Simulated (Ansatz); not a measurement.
Computed properties of ZnO$_{2}$

ZnO2:
```cif
data_O8Zn4
_chemical_formula_sum 'Zn4 O8'
_space_group_name_H-M_alt 'P 1'
_space_group_IT_number 1
_cell_length_a 4.87263
_cell_length_b 4.87263
_cell_length_c 4.87263
_cell_angle_alpha 90.000
_cell_angle_beta 90.000
_cell_angle_gamma 90.000
loop_
_space_group_symop_operation_xyz
  'x, y, z'
loop_
_atom_site_label
_atom_site_type_symbol
_atom_site_fract_x
_atom_site_fract_y
_atom_site_fract_z
_atom_site_occupancy
Zn1 Zn 0.00000 0.50000 0.50000 1
Zn2 Zn 0.50000 0.50000 0.00000 1
Zn3 Zn 0.50000 0.00000 0.50000 1
Zn4 Zn 0.00000 0.00000 0.00000 1
O1 O 0.41224 0.08776 0.91224 1
O2 O 0.58776 0.91224 0.08776 1
O3 O 0.08776 0.91224 0.41224 1
O4 O 0.91224 0.08776 0.58776 1
O5 O 0.91224 0.41224 0.08776 1
O6 O 0.08776 0.58776 0.91224 1
O7 O 0.58776 0.58776 0.58776 1
O8 O 0.41224 0.41224 0.41224 1
```

Space group Pa-3 (No. 205); conventional cell a = b = c = 4.8726 Å, α = β = γ = 90.00°.

Method: r²SCAN in the plane-wave PAW code Ansatz. Geometry: relaxed at this level of theory. Other levels are named where they apply.

**Cell and energy**

```
Item                                                           Value
-----------------------------------------------------  -------------
Volume per atom                                              9.64 Å³
Density                                                   5.59 g/cm³
Formation energy from the elements (no fitted shifts)  -0.86 eV/atom
```

**Electronic structure**

```
Property                                                                                              Result
--------------------------------------------  --------------------------------------------------------------
Band gap                                                                                  2.88 eV (indirect)
Valence-band maximum                                                                                    at Γ
Conduction-band minimum                       on the Γ–R line, 38 % of the way from Γ (8 equivalent valleys)
Smallest direct gap on the standard path                                                             3.02 eV
Electron effective mass                                                 0.66, 3.4, 3.4 mₑ (principal values)
Hole effective mass, band 1 of 2 at the edge          5.6 along [100], 1.8 along [110], 1.1 along [111] (mₑ)
Hole effective mass, band 2 of 2 at the edge        0.58 along [100], 0.75 along [110], 1.1 along [111] (mₑ)
HSE06 gap on the r²SCAN cell                                                                         4.46 eV
```

**Mechanics**

```
Quantity                                                                       Value
--------------------------------------------  --------------------------------------
Bulk modulus (Birch–Murnaghan fit)                                           164 GPa
Pressure derivative B′                                                           4.6
Elastic constants (relaxed ions, GPa)               C11 = 257, C12 = 118, C44 = 73.6
Mechanical stability                          stable (all eigenvalues of C positive)
Hill bulk and shear moduli                                          164 and 71.9 GPa
Young's modulus                                                              188 GPa
Poisson's ratio                                                                 0.31
Debye temperature from the elastic constants                                   561 K
```

**Dielectric response**

```
Property                                                               Result
--------------------------------------------------------  -------------------
Electronic dielectric constant ε∞ (DFPT)                                 3.79
Static dielectric constant ε0 (ions relaxed, cell fixed)                 9.90
Born charges (a third of the trace)                       Zn +2.34, O -1.17 e
```

**Phonons**

```
Property                                                            Result
--------------------------------------------------  ----------------------
Highest zone-centre frequency (without LO–TO term)                882 cm⁻¹
Zone-centre stability                               no imaginary mode at Γ
```

**Charges**

```
Item                        Result
-------------  -------------------
Bader charges  Zn +1.39, O -0.70 e
```

The first step of the workflow began from a Materials Project structure, measured or hypothetical; the Crystallography Open Database copy checked does not list it. Whether it is the stable phase at ambient conditions was not checked. The cell was relaxed with r²SCAN under the symmetry of its start. The references are the lowest solids computed at this level, not always the standard phases (solids in place of the gases).

Potentials: the later of the program's two PAW sets.
